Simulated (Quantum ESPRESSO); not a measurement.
Simulation results for Al₃InAs₃S (made-up cell)

Calculation on a made-up crystal cell, not a measurement: periodic Kohn-Sham density functional theory in plane waves with PseudoDojo standard norm-conserving scalar-relativistic pseudopotentials, each functional with its own files (v0.5 for PBE, v0.4.1 for LDA and PBEsol), no spin polarisation, no spin-orbit coupling, atoms not relaxed, stress positive in tension, energies less a fixed whole-eV offset for each atom's element; levels are Kohn-Sham levels at fractions of this cell's reciprocal vectors, counted from the reference band (half the neutral cell's valence electrons, rounded up) at Gamma; error bars cover cutoff and k-mesh only, not smearing or the files; added strain carries the atoms with the cell, and shear is the tensor component; each bar is the largest change over components, and at least 0.002 eV, 0.002 eV per angstrom or 0.02 GPa; energies are for the whole cell, and the offsets were chosen from early runs and are not element reference energies. Program: Quantum ESPRESSO 7.5.

```cif
# cell vector a (Å): 5.6722 0.0000 0.0000
# cell vector b (Å): 0.0000 5.6722 0.0000
# cell vector c (Å): 0.0000 0.0000 5.6722
data_Al3InAs3S
_symmetry_space_group_name_H-M 'P 1'
_symmetry_Int_Tables_number 1
_cell_length_a 5.6722
_cell_length_b 5.6722
_cell_length_c 5.6722
_cell_angle_alpha 90.000
_cell_angle_beta 90.000
_cell_angle_gamma 90.000
_cell_volume 182.50
loop_
_atom_site_label
_atom_site_type_symbol
_atom_site_fract_x
_atom_site_fract_y
_atom_site_fract_z
_atom_site_occupancy
In1 In 0.99388 0.01324 0.01608 1
Al1 Al 0.01033 0.50435 0.50529 1
Al2 Al 0.50795 0.01449 0.50102 1
Al3 Al 0.47729 0.50261 0.99140 1
As1 As 0.25609 0.24914 0.23702 1
S1 S 0.25160 0.76260 0.74144 1
As2 As 0.75475 0.24877 0.75577 1
As3 As 0.76147 0.76533 0.25309 1
_calc_lattice_type 'zincblende/diamond'
_calc_functional 'pbe'
_calc_cutoff 1143  # eV
_calc_fermi_dirac_smearing 0.1  # eV
_calc_scf_tolerance 1e-07  # eV
_calc_electrons_removed 0
_calc_k_mesh '6 x 6 x 6, shifted by half a step'
_calc_free_energy_less_offsets 5.634  # eV
_calc_smearing_term_minus_ts -0.0818  # eV
_calc_scf_iterations 9
_calc_pressure 6.757  # GPa
_calc_stress_xx -6.561  # GPa
_calc_stress_yy -6.957  # GPa
_calc_stress_zz -6.754  # GPa
_calc_stress_yz 2.148  # GPa
_calc_stress_xz -0.4534  # GPa
_calc_stress_xy -2.798  # GPa
_calc_error_bar_energy 0.002  # eV
_calc_error_bar_stress 0.05184  # GPa
_calc_error_bar_force 0.007703  # eV/angstrom
_calc_error_bars_from 'tighter rerun of a related cell'
```

Atoms:
```
atoms element  atom site  atom energy offset (eV)
           In          1                    -1808
           Al          2                      -64
           Al          3                      -64
           Al          4                      -64
           As          5                    -2887
            S          6                     -302
           As          7                    -2887
           As          8                    -2887
```

Forces:
```
site  x (eV/Å)  y (eV/Å)  z (eV/Å)
   1    0.5581   -0.5525    -1.359
   2   -0.0835   -0.1298    -0.202
   3   -0.1452   -0.2429   -0.1613
   4     1.109    0.6778   -0.1864
   5     1.365     1.604     2.292
   6    0.6198   -0.6149   -0.5263
   7    -1.226     1.898    -1.335
   8    -2.198     -2.64     1.478
```
